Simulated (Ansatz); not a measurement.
Bands of SnSe

```
Sn Se
1.0
     0.00000    3.01000    3.01000
     3.01000    0.00000    3.01000
     3.01000    3.01000    0.00000
Sn Se
1 1
Direct
  0.00000 0.00000 0.00000
  0.50000 0.50000 0.50000
```

Atoms are numbered in the order listed.

The cell comes from COD entry 9008725, which wasn't checked; take it as a given geometry.

No spin–orbit coupling, which matters for the heavy atoms here.

Computed with DFT, LDA, all-electron LAPW, scalar-relativistic (Ansatz 0.2.0).

Numerical set-up: a Γ-centred 9×9×9 k mesh, Fermi–Dirac smearing of 0.02 eV, basis error target 0.25 meV/atom, no spin polarisation.

Points in fractions of the reciprocal vectors of this cell: Γ (0, 0, 0), X (0.5, 0, 0.5), U (0.625, 0.25, 0.625), K (0.375, 0.375, 0.75), L (0.5, 0.5, 0.5), W (0.5, 0.25, 0.75). The path joins them by straight lines in the order Γ–X–U–K–Γ–L–W–X; legs that retrace an earlier one aren't tabulated. Energies are in eV from the top of the valence band.

Q: Is there a gap, and where are the band edges?

A: 0.18 eV, direct, on the line L (0.5, 0.5, 0.5)–W (0.5, 0.25, 0.75) (so small a gap may close at points that the mesh and path miss).

Q: List the levels between -8 and 4 eV at the symmetry points.

A: 
Γ: -5.22, -2.15 (×3)
X: -6.14, -5.46, -3.61 (×2), 3.01
U: -7.09, -5.05, -3.13, -2.50, 3.18, 3.56
K: -7.09, -5.05, -3.13, -2.50, 3.18, 3.56
L: -1.89 (×2), -0.10, 0.52, 1.20 (×2)
W: -7.00, -4.69 (×2), -0.80, 1.42

Kohn–Sham gaps of semilocal functionals usually fall short of measured ones.
